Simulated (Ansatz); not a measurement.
C (diamond), frozen-phonon scan

Starting cell, C (diamond):

```
C
1.0
    0.00000     3.56028     3.56028
    1.78014     1.78014     3.56028
    1.78014     1.78014     0.00000
C
4
Direct
  0.00000   0.50000   0.50000
  0.50000   0.50000   0.50000
  0.00000   0.75000   0.75000
  0.50000   0.75000   0.75000
```

The atoms are displaced by Q × the pattern below (from a DFPT mode at X = (0.5, 0.5, 0.0), largest move 1; Q in Å), at fixed cell. It is one choice among 2 degenerate patterns. (q is in reciprocal vectors of the primitive cell; the cell shown is doubled to hold the pattern.)

```csv
atom,x,y,z
C1,0.000,0.000,-1.000
C2,0.000,0.000,1.000
```

Atoms not listed stay in place.

The numbers are results of r2SCAN (plane waves to 500 eV, PAW, scalar-relativistic; Ansatz, an electronic-structure program), not measurements. k mesh 16×16×16 (Γ-centred), Fermi-Dirac smearing 0.05 eV. The energy includes the smearing's −TS. Stress and pressure are positive under compression. C was relaxed with its symmetry unable to fall. ΔE is measured from the undisplaced structure.

| Q (Å) | ΔE (eV/cell) | −dE/dQ from forces (eV/Å) | P (GPa) |
|---|---|---|---|
| -0.100 | 0.659 | 13.114 | 5.39 |
| -0.083 | 0.458 | 10.960 | 3.75 |
| -0.067 | 0.294 | 8.790 | 2.40 |
| -0.050 | 0.165 | 6.604 | 1.36 |
| -0.033 | 0.073 | 4.408 | 0.61 |
| -0.017 | 0.018 | 2.206 | 0.16 |
| 0.000 | 0.000 | 0.000 | 0.01 |
| 0.017 | 0.018 | -2.206 | 0.16 |
| 0.033 | 0.073 | -4.408 | 0.61 |
| 0.050 | 0.165 | -6.604 | 1.36 |
| 0.067 | 0.294 | -8.790 | 2.40 |
| 0.083 | 0.458 | -10.960 | 3.75 |
| 0.100 | 0.659 | -13.114 | 5.39 |

Read from the data:

| Item | Result |
|---|---|
| Energy at Q = 0.100 Å | 659 meV/cell |
| Space group of the distorted cell | P-4m2 (No. 115), lowered from Fd-3m |
| Symmetry of the curve | even: the same for both signs |
| Shape of the curve | a single well with its minimum at or next to zero displacement |
| Harmonic wavenumber from the curvature (finite differences) | 1224 cm⁻¹ |
| Wavenumber by perturbation theory (DFPT, on another k mesh) | 1224 cm⁻¹ |

(For displaced atoms, the force is minus the slope of the energy, and its curvature is a force constant, which sets phonon frequencies.)
